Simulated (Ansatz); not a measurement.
KTaO3:
```
CELL_PARAMETERS angstrom
      3.95200     0.00000     0.00000
      0.00000     3.95200     0.00000
      0.00000     0.00000     3.95200
ATOMIC_POSITIONS crystal
  K  0.00000 0.00000 0.00000
  Ta 0.50000 0.50000 0.50000
  O  0.00000 0.50000 0.50000
  O  0.50000 0.50000 0.00000
  O  0.50000 0.00000 0.50000
```

Cartesian axes are those of the cell as given.

Q: Give the high-frequency dielectric tensor and the Born effective charge tensors of the independent atoms from DFPT, the program Ansatz at the LDA level (PAW).

A: 
ε∞:
```
5.45  0.00  0.00
0.00  5.45  0.00
0.00  0.00  5.45
```
Z* of atom 1 (K), rows: field, columns: displacement, in e:
```
1.15  0.00  0.00
0.00  1.15  0.00
0.00  0.00  1.15
```
Z* of atom 2 (Ta), rows: field, columns: displacement, in e:
```
8.73  0.00  0.00
0.00  8.73  0.00
0.00  0.00  8.73
```
Z* of atom 3 (O), rows: field, columns: displacement, in e:
```
-6.50   0.00   0.00
 0.00  -1.69   0.00
 0.00   0.00  -1.69
```

Space group Pm-3m (cubic perovskite). Symmetry was held in the LDA relaxation. The run is not spin-polarised. Scalar-relativistic: spin–orbit coupling is off unless named, which matters more the heavier the elements.

Potentials: the later of the program's two PAW sets.
